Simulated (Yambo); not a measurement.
HfS₂ (CdI2 type, space group P-3m1, No. 164); a = b = 3.609 Å, c = 5.758 Å, α = β = 90.00°, γ = 120.00°. With the G0W0 scissor the direct gap on the mesh is 2.94 eV. Axes are Cartesian, with cell vectors (Å) (3.61, 0.00, 0.00), (-1.80, 3.13, 0.00), (0.00, 0.00, 5.76).

Problem. Can the lowest exciton of this BSE run be trusted, and with what binding energy? (Yambo, PBEsol bands; 9×9×6 mesh, 5 valence and 5 conduction bands, static screening with 36 bands and a 4 Ry block, scissor 1.21 eV, Tamm-Dancoff.)

Solution. No. The lowest state covers only about 20 of the 486 k points, so the mesh doesn't resolve it: its energy and its distance from the direct gap are mesh artefacts. An extended exciton needs a far denser mesh. The scissor comes from a G0W0 run whose convergence isn't established. Without spin-orbit coupling, band edges of such heavy elements can be off by tenths of an eV.

Geometry relaxed with PBE+D3(BJ).
